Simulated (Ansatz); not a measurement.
Relaxed-ion elastic tensor of Sn (β-Sn type, I4_1/amd) in GPa (Voigt order), PBEsol (plane waves, PAW; program Ansatz); density 7.33 g/cm³, 26.88 Å³ per atom.

```
73.6  61.6  31.3   0.0   0.0   0.0
61.6  73.6  31.3   0.0   0.0   0.0
31.3  31.3   108   0.0   0.0   0.0
 0.0   0.0   0.0  23.2   0.0   0.0
 0.0   0.0   0.0   0.0  23.2   0.0
 0.0   0.0   0.0   0.0   0.0  23.1
```

### Question
Is the crystal mechanically stable?

### Answer
Yes: the smallest eigenvalue of C is 12.0 GPa.

### Question
Work out the Voigt, Reuss and Hill averages.

### Answer
K_V = 56.0, K_R = 56.0, K_H = 56.0; G_V = 22.7, G_R = 15.5, G_H = 19.1 GPa.

### Question
Give Young's modulus, Poisson's ratio, Pugh's ratio and the universal anisotropy index.

### Answer
E = 9KG/(3K + G) = 51.4 GPa; ν = 0.35; K/G = 2.93 (ductile by the Pugh limit of 1.75); A_U = 5G_V/G_R + K_V/K_R − 6 = 2.30.

### Question
Estimate the sound speeds and the Debye temperature.

### Answer
v_l = √((K + 4G/3)/ρ) = 3330 m/s, v_t = √(G/ρ) = 1610 m/s, mean 1810 m/s; Θ = (h/k)(3n/4πV)^(1/3) v_m = 180 K.

### Question
How much does each axis shrink under pressure?

### Answer
Linear compressibilities β_i = Σ_j S_ij (j = 1 to 3): x 6.1, y 6.1, z 5.7 per TPa.

The PBEsol relaxation kept the symmetry of its start. As this level gives no gap, shear constants depend on the k-mesh and smearing (Fermi–Dirac, 0.1 eV here). On the denser mesh and wider smearing of the elastic run this cell carries a stress of 0.4 GPa. Spin–orbit coupling is left out wherever it is not named.

Potentials: the earlier of the program's two PAW sets. The files were generated under PBE; for other functionals the program regenerates the frozen cores, and for LDA and PBEsol the local potential too.
